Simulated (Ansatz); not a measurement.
Smearing, entropy and the zero-width energy in As2Se

The calculation used Ansatz 0.2.0, DFT PBEsol, scalar-relativistic, plane waves, PAW.

```
CELL_PARAMETERS angstrom
-3.52942 3.52942 2.65357
3.52942 -3.52942 2.65357
3.52942 3.52942 -2.65357
ATOMIC_POSITIONS crystal
As 0.87500 0.12500 0.75000
As 0.37500 0.12500 0.25000
As 0.87500 0.62500 0.75000
As 0.87500 0.12500 0.25000
Se 0.50000 0.50000 0.00000
Se 0.25000 0.75000 0.50000
```

```json
{"plane-wave cutoff": "420 eV", "Γ-centred k-mesh": "8×8×8", "spin treatment": "unpolarised"}
```

The same metal under several smearings of width σ, on one mesh. F is the free energy, TS the smearing's entropy term for the cell of 6 atoms, and E = F + TS. Gaussian occupations are ½ erfc[(ε − μ)/σ], and N counts both spins.

```csv
rule,σ (eV),F − F(narrowest) (meV/atom),TS (meV/cell)
Fermi–Dirac,0.02,-0.012,3.169
Gaussian,0.05,0.000,2.925
Gaussian,0.1,-0.760,12.589
Gaussian,0.3,-8.868,106.463
Gaussian,0.5,-24.195,281.138
```

Q: For a density of states N (both spins) that is flat over the smeared range, TS = Nσ²/2 (Gaussian) and (π²/3)Nσ² (Fermi–Dirac). What N does each run give?

A:
| rule | σ (eV) | N (states/eV a cell) |
| --- | --- | --- |
| Fermi–Dirac | 0.02 | 2.41 |
| Gaussian | 0.05 | 2.34 |
| Gaussian | 0.1 | 2.52 |
| Gaussian | 0.3 | 2.37 |
| Gaussian | 0.5 | 2.25 |

Equal entropy needs σ_Gauss = π√(2/3) σ_FD = 2.57 σ_FD, so a Fermi–Dirac width acts like a Gaussian one 2.57 times as large. At moderate widths N lies between 2.34 and 2.52, nearly constant, so the density of states is smooth near the Fermi level and the mesh resolves it. At the narrowest widths only the few mesh levels within σ of μ count, so N can scatter there.

Q: To second order F = E0 − TS/2 and E = E0 + TS/2. How well does E0 = (E + F)/2 undo the smearing?

A:
```tsv
rule	σ (eV)	F − E0(narrowest) (meV/atom)	(E + F)/2 − E0(narrowest) (meV/atom)
Fermi–Dirac	0.02	-0.26	0.01
Gaussian	0.05	-0.24	0.00
Gaussian	0.1	-1.00	0.05
Gaussian	0.3	-9.11	-0.24
Gaussian	0.5	-24.44	-1.01
```

At Gaussian 0.3 eV the free energy is off by -9.11 meV/atom and the mean by -0.24. What remains is of order σ⁴ plus the mesh error of the narrowest run, which is no exact reference. Forces and stress are derivatives of F, not of E0, so they keep the σ² error.

8 further runs of this set aren't shown.